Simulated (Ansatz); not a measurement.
Theory: DFT PBE, scalar-relativistic, plane waves, PAW (Ansatz 0.2.0). Settings: cutoff 420 eV, Γ-centred meshes spaced at most about 0.3 Å⁻¹, and about 0.25 Å⁻¹ or finer for metals (2π included), Gaussian smearing. No spin polarisation in the final relaxations.

These are static total energies at zero pressure. All come from trial cells, and lower structures may exist.

Problem. Order these relaxed structures of Ge3Te2O by energy, lowest first, with the energy over the lowest of them.
A.

```
Ge Te O
1.0
     3.98137    0.00000    0.00000
    -1.99069    3.44797    0.00000
     0.00000    0.00000    9.49562
Ge Te O
3 2 1
Direct
  0.33333 0.66667 0.38939
  0.66667 0.33333 0.61061
  0.00000 0.00000 0.00000
  0.33333 0.66667 0.80629
  0.66667 0.33333 0.19371
  0.00000 0.00000 0.50000
```

B.

```
Ge Te O
1.0
     3.29661    0.00000    0.00000
     0.00000    3.29661    0.00000
     0.00000    0.00000   11.90450
Ge Te O
3 2 1
Direct
  0.50000 0.00000 0.42833
  0.00000 0.50000 0.57167
  0.00000 0.00000 0.00000
  0.50000 0.00000 0.73555
  0.00000 0.50000 0.26445
  0.50000 0.50000 0.00000
```

C.

```
Ge Te O
1.0
     3.16361    1.82651    3.69689
    -3.16361    1.82651    3.69689
     0.00000   -3.65303    3.69689
Ge Te O
3 2 1
Direct
  0.50000 0.00000 0.00000
  0.00000 0.50000 0.00000
  0.00000 0.00000 0.50000
  0.63323 0.63323 0.63323
  0.36677 0.36677 0.36677
  0.00000 0.00000 0.00000
```

D.

```
Ge Te O
1.0
    -2.88347    2.93364    4.05396
     2.88347   -2.93364    4.05396
     2.88347    2.93364   -4.05396
Ge Te O
3 2 1
Direct
  0.68173 0.68173 0.00000
  0.31827 0.31827 0.00000
  0.00000 0.00000 0.00000
  0.27209 0.77209 0.50000
  0.72791 0.22791 0.50000
  0.00000 0.50000 0.50000
```

Solution. A (0 meV/atom), B (179 meV/atom), D (287 meV/atom), C (311 meV/atom). Forms: A P-3m1; B P-4m2; D Immm; C R-3m. Counting Ge or Te atoms around O (for each partner element, those within 1.25 times its shortest distance or 1.15 times the sum of covalent radii, where it is the nearest in units of that sum or under 1.3; the shortest distance is added where it exceeds 1.18 times the sum of covalent radii): A has O 6 from 2.5 Å; B has O 4 from 2.3 Å; D has O 2; C has O 6 from 2.6 Å. D holds Ge–Ge units of three or more atoms (shortest 2.58 Å); C holds Te–Te pairs (shortest 2.96 Å) (bonds between like non-metal atoms; other contacts aren't counted).

Weakly bound directions are ill-defined at this level, which has no dispersion term (P-4m2), and this can change margins and order among such cells. Spin–orbit coupling, which can matter for Te, is left out. Cells relaxed within their symmetry can be saddle points. Some structure types and database cells were kept out of the candidates from the start, so a known form may be missing.
